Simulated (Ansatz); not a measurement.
Os:
```xyz
2
Lattice="0.0000 2.7587 2.7587 2.7587 0.0000 2.7587 2.7587 2.7587 0.0000" Properties=species:S:1:pos:R:3 pbc="T T T"
Os     0.0000     0.0000     0.0000
Os     1.3793     1.3793     1.3793
```

Relaxed with r²SCAN. Special points in fractions of this cell's reciprocal vectors: Γ (0.000, 0.000, 0.000); X (0.500, 0.000, 0.500); U (0.625, 0.250, 0.625); K (0.375, 0.375, 0.750); L (0.500, 0.500, 0.500); W (0.500, 0.250, 0.750).

Problem. List the band energies nearest the Fermi level at these points for r²SCAN (plane waves, PAW; program Ansatz).

Solution. In eV from the Fermi level; about four levels below and three above (degenerate sets whole), none deeper than 8.9 eV; points with the same levels are listed once.

```tsv
k	below	above
Γ	-3.79 -3.79 -3.79 -0.52 -0.52 -0.52	2.74 2.74 11.91
X	-2.96 -2.96 -1.40 -1.40	2.41 2.41 3.68 3.68
U	-3.16 -1.84 -1.82 -1.44	1.99 2.69 2.74
L	-4.09 -4.09 -4.05 -4.05 -1.52	0.39 0.39 2.02 2.02
W	-2.21 -2.21 -2.04 -2.04	2.98 2.98 3.03 3.03
```

Space group Fd-3m (diamond). The start of the workflow was typed in or built on a structure type; neither database checked (COD, Materials Project) lists it. It is not the phase usual at ambient conditions (space group No. 194). Symmetry was held in the r²SCAN relaxation; its stability against distortions is not shown here. The run is not spin-polarised. Spin–orbit coupling is left out wherever it is not named.

Potentials: the later of the program's two PAW sets.
